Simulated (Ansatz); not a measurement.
A trial cell of MgW₂Se₆, before relaxation:

```
CELL_PARAMETERS angstrom
0.00000 4.93291 4.93291
4.93291 0.00000 4.93291
4.93291 4.93291 0.00000
ATOMIC_POSITIONS crystal
Mg 0.00000 0.00000 0.00000
W 0.75000 0.75000 0.75000
W 0.25000 0.25000 0.25000
Se 0.50000 0.00000 0.00000
Se 0.00000 0.50000 0.50000
Se 0.00000 0.50000 0.00000
Se 0.50000 0.00000 0.50000
Se 0.00000 0.00000 0.50000
Se 0.50000 0.50000 0.00000
```

These are results of DFT PBE, scalar-relativistic, plane waves, PAW in Ansatz 0.2.0, not measurements. Cutoff 420 eV, Gaussian smearing, Γ-centred meshes. Cell and atoms relax on a converged mesh. In metals the finer mesh still leaves noise of several meV/atom or more. The steps can't lower the symmetry of their start. No spin polarisation.

A guess keeps its type if space group and coordination stay and the shape of the cell changes little (axis ratios within about 15 %, angles within 6°); the volume may change.

Q: Will the relaxed cell still be of the starting type?

A: It keeps its type: symmetry leaves only the cell edge free. The symmetry stays Fm-3m (No. 225). The volume per atom grows by 1.6 %, from 26.7 to 27.1 Å³. The shortest distance goes from 2.47 Å (W–Se) to 2.48 Å (W–Se). Counting neighbours within 15 % of an atom's shortest distance, the start has Mg 12, Se 2, W 6 and the end Mg 12, Se 2, W 6.

Energies over the elements count from the elements' standard structures at the same level, with no fitted energy shifts.

Q: At what energy does it end?

A: +0.14 eV/atom. It can't be a ground state, since the elements alone are lower.

The last run used an 8×8×8 mesh for its 9-atom cell and Gaussian smearing of 0.10 eV. These runs have no spin–orbit coupling, which can matter for W. The reference form of Se is held partly by dispersion forces, which this level lacks. Symmetry constrained the relaxation, so the result can be a saddle point.
